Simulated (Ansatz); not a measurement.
InAs:
Space group Pa-3 (No. 205); a = 7.474 Å, b = 7.474 Å, c = 7.474 Å, α = 90.00°, β = 90.00°, γ = 90.00°

| atom | site | symmetry | x | y | z |
|---|---|---|---|---|---|
| In | 8c | .3. | 0.3420 | 0.3420 | 0.3420 |
| As | 8c | .3. | 0.1399 | 0.1399 | 0.1399 |

Relaxed with r²SCAN.

Tabulate the valence density and the electron localisation function along the shortest In–As contact (2.62 Å), plane-wave PAW r²SCAN (Ansatz code).



```
distance from In (Å)  density (e/Å³)   ELF
--------------------  --------------  ----
0.26                            9.91  0.00
0.39                            7.11  0.02
0.52                            4.54  0.07
0.65                            2.59  0.16
0.78                            1.36  0.23
0.92                            0.75  0.23
1.05                            0.51  0.23
1.18                            0.43  0.35
1.31                            0.43  0.58
1.44                            0.47  0.72
1.57                            0.56  0.75
1.70                            0.71  0.72
1.83                            1.09  0.66
1.96                            2.24  0.55
2.09                            5.27  0.39
2.22                           11.49  0.22
2.35                           20.78  0.16
```

The density is the valence pseudo-density with augmentation charge, so density and ELF within about 1 Å of a nucleus are not all-electron values.

The workflow started from a Materials Project entry (that database holds measured and hypothetical structures alike); the Crystallography Open Database copy checked does not list it. It is not the phase usual at ambient conditions (space group No. 216). The cell was relaxed with r²SCAN under the symmetry of its start; its stability against distortions is not shown here.

Potentials: the later of the program's two PAW sets.
